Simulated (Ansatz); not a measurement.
**Profile along the Cu–O line in Cu2O (cuprite type, space group Pn-3m)**

Cu2O (cuprite type, space group Pn-3m)

```
CELL_PARAMETERS angstrom
      4.22235     0.00000     0.00000
      0.00000     4.22235     0.00000
      0.00000     0.00000     4.22235
ATOMIC_POSITIONS crystal
  Cu 0.75000 0.75000 0.75000
  Cu 0.75000 0.25000 0.25000
  Cu 0.25000 0.75000 0.25000
  Cu 0.25000 0.25000 0.75000
  O  0.00000 0.00000 0.00000
  O  0.50000 0.50000 0.50000
```

Fields along a shortest Cu–O line of a {110} plane (1.83 Å), from Cu to O, interpolated on the slice's grid (step about 0.2 Å). Method: PBEsol (plane waves to 420 eV, PAW, scalar-relativistic; Ansatz, a first-principles code). k mesh 8×8×8. Near the nuclei the fields are pseudised (PAW); where an atom keeps semicore shells as valence, they peak there. Cu2O is run without spin polarisation. Cu2O was relaxed with its symmetry unable to fall.

```tsv
distance from Cu (Å)	valence electron density (e/Å³)	electron localisation function	density of the highest valence band (e/Å³)	density of the lowest conduction band (e/Å³)
0.00	69.80	x	0.007	0.009
0.09	64.19	x	0.008	0.006
0.18	50.21	x	0.015	0.002
0.27	33.77	x	0.026	0.008
0.37	19.96	x	0.038	0.026
0.46	10.73	0.40	0.043	0.049
0.55	5.49	0.26	0.043	0.063
0.64	2.81	0.17	0.036	0.063
0.73	1.54	0.13	0.023	0.053
0.82	1.01	0.13	0.011	0.034
0.92	0.87	0.24	0.005	0.017
1.01	0.97	0.46	0.005	0.009
1.10	1.26	0.70	0.011	0.014
1.19	1.78	0.83	0.023	0.034
1.28	2.60	0.83	0.038	0.070
1.37	3.74	0.80	0.051	0.116
1.46	5.01	x	0.055	0.167
1.56	6.14	x	0.048	0.212
1.65	6.97	x	0.031	0.243
1.74	7.45	x	0.013	0.260
1.83	7.55	x	0.006	0.262
```

x: too close to a nucleus for the ELF to mean much. Band densities are of whole bands, smooth part only.

Density on the Cu–O line (1.83 Å) at its midpoint: 0.87 e/Å³. ELF at that point: 0.24. ELF maximum in the middle third of the Cu–O line: 0.83, 1.2 Å from Cu.
